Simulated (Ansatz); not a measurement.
**Structure relaxation, CrN**

The start is a generated trial cell of CrN in the AFLOW prototype AB_hP6_191_f_ad (B35, as in CoSn). The structure is fully relaxed (lattice and positions, P = 0) with PBE (plane waves to 420 eV, PAW, scalar-relativistic; Ansatz, an electronic-structure program). The first steps use a coarse 6×6×7 k-mesh.

The start:
```
CrN
1.0
    4.25072     0.00000     0.00000
   -2.12536     3.68123     0.00000
    0.00000     0.00000     3.42997
N Cr
3 3
Direct
  0.50000   0.00000   0.00000
  0.50000   0.50000   0.00000
  0.00000   0.50000   0.00000
  0.00000   0.00000   0.00000
  0.33333   0.66667   0.50000
  0.66667   0.33333   0.50000
```
Spin-polarised start, with parallel moments on Cr.

**Question.** How does the volume per atom move from start to end?

**Answer.** +6.0 %, from 8.95 to 9.48 Å³/atom.

**Question.** How do the shortest distances between atoms change?

**Answer.** The closest pairs of elements (up to four, under 3.6 Å), start → end: Cr–N 2.11 → 1.96 Å; N–N 2.13 → 2.46 Å; Cr–Cr 2.45 → 2.71 Å.

**Question.** Is the relaxed structure metallic? Give its gap.

**Answer.** No gap (metallic).

**Question.** What magnetic moments remain?

**Answer.** Net 0.07 μB/atom, ferrimagnetic.

**Question.** Write out the relaxed structure.

**Answer.** 
Space group P6/mmm (No. 191); a = b = 4.9240 Å, c = 2.7086 Å, α = β = 90.00°, γ = 120.00°

```tsv
atom	site	symmetry	x	y	z
N	3f	mmm	0.0000	0.5000	0.0000
Cr	1a	6/mmm	0.0000	0.0000	0.0000
Cr	2d	-6m2	0.3333	0.6667	0.5000
```

The space group stays P6/mmm (No. 191) (the run could not lower it), with 6 atoms in the primitive magnetic cell. Final values are on a 11×11×17 k-mesh of the relaxed cell. Spin state reached: ferrimagnetic (net 0.07 μB/atom), from parallel starting moments; other spin orders were not run from this start.

The run could not lose the symmetry of its start, so the end can be a saddle point.

All atoms sit on sites fixed by symmetry, so only the cell could relax.

The relaxed structure here is a generated cell of CrN: the first start was made by placing the elements on the sites of a structure type, and the end was not matched to a known phase here, so it may be hypothetical.
